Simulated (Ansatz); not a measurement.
Run on Y: DFT, LDA, all-electron LAPW, scalar-relativistic (Ansatz 0.2.0).

The cell comes from a relaxation on PAW files under the same functional, begun from a database entry that needn't be the ground state.

Command: `ansatz run input.yaml --threads 1 --pin off --max-ram 3072MiB --backend cpu --events-out ev --progress --plain --runs-dir out` It took 44 s on 1 thread of Intel(R) Xeon(R) Platinum 8488C (Sapphire Rapids), with other jobs on the host, peak memory 0.51 GiB.

```yaml
crystal:
  lattice:
    - [3.5414388809, 0.0, 0.0]
    - [-1.7707194404, 3.0669760368, 0.0]
    - [0.0, 0.0, 5.5143512357]
  atoms:
    - { symbol: "Y", position: [0.3333333333, 0.6666666667, 0.25] }
    - { symbol: "Y", position: [0.6666666667, 0.3333333333, 0.75] }
kpoints:
  mp_grid: { grid: [16, 16, 9] }
scf:
  occupations: { method: fermi_dirac, width: 0.05 }
hamiltonian:
  xc: lda
  pseudopotentials: { kind: all_electron, lapw: { basis_error: 0.0005 } }
output:
  forces: true
  stress: true
  eigenvalues: true
```

Output:

```
LAPW: plane waves up to 6.362 Å⁻¹, error target 5.0e-4 eV per atom; small_component_spin mean_spin; Y in spheres of 1.716 Å, 21 of its electrons in bands, Dirac shells [] (how accurate: hamiltonian.pseudopotentials.lapw.basis_error, Limitations)
Engine: ansatz 0.2.0
Pseudopotentials: kind: all_electron
Pseudopotential: Y, LAPW, valence charge 21, lapw/all_electron/scalar/gaussian/Y, Koelling and Harmon's equation, gaussian nucleus
Functional definition: SPW92
  exchange = slater_x
  correlation = pw_c
Crystal: 2 atoms, lattice volume = 59.894 Å³
Basis set: ecut = 154.20179287468034 eV, 263 PW (Γ), exchange–correlation at level 2
Bands: 26, of which v1, the nominal top of the filled ones, is band 21 counted from 1 (20 counted from 0)
Symmetry: 24 space group operations
Space group: P63/mmc (ITA 194), of the structure as read, at distance tolerance 3.9e-5 Å
k-points: 150 of 2304
Non-local potential: Y, projectors of the file, none
Initial density: superposition of atomic densities (chi_scale 0.1, normalization cell)
Initial wavefunctions: plane waves of lowest kinetic energy (no species holds an atomic orbital)
Functional: x = slater, c = lda
iter 1 solved again at ethr=1.19e-4 eV; its pass at ethr=1.00e-1 eV (dr2=5.01e-2 eV) is discarded
SCF iter   1: F=—  HF=-184032.724752 eV  |F-HF|=—  |Δ(HF+E_count)|=         —  Δρ=8.91e-3  dr2=5.06e-2  ethr=1.19e-4  ⟨swp⟩=3.1  Hψ=24789  notcnv=0
preconditioner: auto → Kerker (q_TF=auto, 2.572 Å⁻¹)  [metal: Δε(μ)=0.004 eV  Ē_g=3.134 eV  σ=0.050 eV  W_gap=0.02  n_scr=22 (ndim 8)  ℏωp=11.8 eV  f_vac=0.000  D(μ)=3.91/eV (n_scr^D=36)]
SCF iter   2: F=—  HF=-184032.683584 eV  |F-HF|=—  |Δ(HF+E_count)|=   4.12e-2  Δρ=5.71e-3  dr2=2.27e-2  ethr=1.19e-4  ⟨swp⟩=2.0  Hψ=12391  notcnv=0
SCF iter   3: F=—  HF=-184032.681008 eV  |F-HF|=—  |Δ(HF+E_count)|=   2.58e-3  Δρ=2.98e-3  dr2=6.96e-3  ethr=5.41e-5  ⟨swp⟩=2.0  Hψ=12247  notcnv=0
SCF iter   4: F=—  HF=-184032.681363 eV  |F-HF|=—  |Δ(HF+E_count)|=   3.55e-4  Δρ=9.31e-4  dr2=8.07e-4  ethr=1.66e-5  ⟨swp⟩=2.0  Hψ=12247  notcnv=0
iter 5 solved again at ethr=1.54e-7 eV; its pass at ethr=1.92e-6 eV (dr2=6.47e-5 eV) is discarded
SCF iter   5: F=—  HF=-184032.681340 eV  |F-HF|=—  |Δ(HF+E_count)|=   2.37e-5  Δρ=2.73e-4  dr2=6.47e-5  ethr=1.54e-7  ⟨swp⟩=2.0  Hψ=20297  notcnv=0
SCF iter   6: F=—  HF=-184032.681339 eV  |F-HF|=—  |Δ(HF+E_count)|=   6.65e-7  Δρ=1.04e-4  dr2=8.84e-6  ethr=1.54e-7  ⟨swp⟩=2.0  Hψ=12248  notcnv=0
SCF iter   7: F=—  HF=-184032.681339 eV  |F-HF|=—  |Δ(HF+E_count)|=   1.20e-7  Δρ=1.27e-5  dr2=1.20e-7  ethr=2.10e-8  ⟨swp⟩=2.0  Hψ=12248  notcnv=0
SCF iter   8: F=-184032.681339 eV  HF=-184032.681339 eV  |F-HF|=2.76e-9  |Δ(HF+E_count)|=   5.56e-9  Δρ=4.44e-6  dr2=1.50e-8  ethr=2.86e-10  ⟨swp⟩=2.9  Hψ=12461  notcnv=0
SCF 1 converged in 8 iterations: F = -184032.681339 eV  dr2 = 1.50e-8
SCF converged after 8 iterations
Free energy (F): -184032.681339 eV
Harris-Foulkes:  -184032.681339 eV  (|F-HF|=2.76e-9)
Internal energy: -184032.649418 eV  (E = F + TS)
E sigma→0 (E₀):  -184032.665378 eV
Entropy (-TS):   -0.031921 eV (-15.961 meV/atom)
Fermi energy:    11.771860 eV
--- Per-component energies (eV) ---
  E_band       = -2859.696023
  E_kinetic    = 189728.263808
  E_xc         = -5761.708870
  E_electrostatic = -367999.204356  (all electrons and nuclei)
  E_smearing   = -0.031921  (= −TS)
  E_closure    = 0.000000  (closes the sum)
  E_atoms      = -184022.436703  (free atoms, spherical and without spin; not in F)
  Σ components = -184032.681339   (vs F -184032.681339, Δ=0.00e0)
  Basis errors (estimates in eV, not in F): energy 6.9e-5 per atom: plane waves 5.6e-5 (2.9e-5 summed), levels above the bands 1.8e-25, relativity 1.4e-9, radial functions 1.3e-5, core shells 2.4e-7; eigenvalues (radial functions only) 3.0e-7; not estimated: angular momenta, meshes, grids; target (lapw.basis_error) 5.0e-4; muffin-tin radii Y 1.716 Å
--- Forces (eV/Å), atoms counted from 1 ---
  atom   1  Y     -0.00000000    -0.00000000     0.00000000
  atom   2  Y      0.00000000     0.00000000     0.00000000
  max |Σ_I F_I| component: 9.25e-18 eV/Å
--- Stress (GPa, compression-positive) ---
       -0.010180       0.000000       0.000000
        0.000000      -0.010180       0.000000
        0.000000       0.000000       0.003290
  P = ⅓ Tr σ = -0.0057 GPa (-0.057 kbar)
--- Band table (eV; the first three rows and the last of 150) ---
  k-point 0: bands = ["-133.7047", "-133.7047", "-133.7047", "-133.7047", "-133.7046", "-133.7046", "-133.6972", "-133.6972", "-133.6972", "-133.6972", "-30.5622", "-30.4475", "-11.0266", "-10.3708", "-10.3708", "-10.2455", "-10.2455", "-10.1945", "6.9888", "9.7623", "13.0800", "13.5276", "13.5276", "13.9363", "14.2189", "14.2189"]
  k-point 1: bands = ["-133.7047", "-133.7047", "-133.7047", "-133.7047", "-133.7046", "-133.7046", "-133.6972", "-133.6972", "-133.6972", "-133.6972", "-30.5588", "-30.4510", "-11.0032", "-10.3671", "-10.3671", "-10.2493", "-10.2493", "-10.2216", "7.0799", "9.7280", "12.9594", "13.4684", "13.4684", "13.8481", "14.1355", "14.1355"]
  k-point 2: bands = ["-133.7047", "-133.7047", "-133.7047", "-133.7047", "-133.7046", "-133.7046", "-133.6972", "-133.6972", "-133.6972", "-133.6972", "-30.5490", "-30.4611", "-10.9354", "-10.3563", "-10.3563", "-10.2987", "-10.2603", "-10.2603", "7.3448", "9.5912", "12.7179", "13.3724", "13.3724", "13.6048", "13.9335", "13.9335"]
  k-point 149: bands = ["-133.7047", "-133.7047", "-133.7047", "-133.7047", "-133.7046", "-133.7046", "-133.6972", "-133.6972", "-133.6972", "-133.6972", "-30.4473", "-30.4457", "-10.8592", "-10.8546", "-10.6719", "-10.6253", "-10.3409", "-10.3325", "11.0908", "11.1022", "11.5253", "11.5754", "12.2958", "12.3729", "14.4738", "14.8502"]
```
